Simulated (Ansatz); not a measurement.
Here is the system:

TaP:
Space group I4₁md (No. 109); a = b = 3.2913 Å, c = 11.2067 Å, α = β = γ = 90.00°

```tsv
atom	site	symmetry	x	y	z
Ta	4a	2mm.	0.0000	0.0000	0.9993
P	4a	2mm.	0.0000	0.0000	0.4167
```
(The calculation used a cell of 4 atoms; values per cell refer to that cell.)

This is the LDA-relaxed structure.

All from DFT-LDA in the program Ansatz with PAW potentials, unless another level is named. Estimate the electronic character.

no gap, with almost no states at the Fermi level (zero-gap or semimetallic).

And the formation energy from the elements (no fitted shifts)?

-1.05 eV/atom.

Space group I4_1md. The first step of the workflow began from a Materials Project structure, measured or hypothetical; the Crystallography Open Database copy checked does not list it. COD files the formula under space group No. 141, so this cell is another polymorph or a model. Whether it is the stable phase at ambient conditions was not checked. The cell was relaxed with LDA under the symmetry of its start; of distortions, only those at the zone centre were tested. No spin polarisation was allowed. A small band overlap can be real or an error of a semilocal functional. The references are the lowest solids computed at this level, not always the standard phases. Spin–orbit coupling is left out wherever it is not named.

Potentials: the earlier of the program's two PAW sets.
